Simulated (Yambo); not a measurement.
Convergence of the G0W0 gap of NaMoO3F

G0W0@PBEsol for NaMoO3F (space group P2_1/m, No. 11) in Yambo. Reference settings: 2×4×2 Γ-centred k mesh, bands 5 to 203 and a 6 Ry block in the screening, 203 bands in G with the Bruneval-Gonze terminator, plasmon pole fitted at 27.2 eV. The PBEsol gap (-0.5, 0, 0) → (-0.5, 0, 0) on this mesh is 3.05 eV; G0W0 gaps are taken between the same points.

```
change from the reference  G0W0 gap (-0.5, 0, 0) → (-0.5, 0, 0) (eV)  shift of the valence edge (eV)        rough Yambo cost
-------------------------  -----------------------------------------  ------------------------------  ----------------------
reference settings                                              5.48                           -0.77                       1
141 bands in G                                                  5.50                           -0.75                       –
2 Ry block                                                      5.91                           -1.05  within a factor of two
5 Ry block                                                      5.50                           -0.77  within a factor of two
no terminator                                                   5.57                           -0.57                       –
```

The reference isn't shown to be the converged limit. Costs are rough (shared machines), scaled to the same edge states, and given only for runs that recompute the screening.

Spin-orbit splittings are left out.

Geometry of the Materials Project entry, not relaxed at this level; primitive cell a = 6.658 Å, b = 3.761 Å, c = 7.313 Å, α = γ = 90.00°, β = 109.91°.

The structure is a Materials Project entry; no match was found in the copy of COD used, and its stability was not checked.

A shift is the quasiparticle energy of the state minus its PBEsol energy.
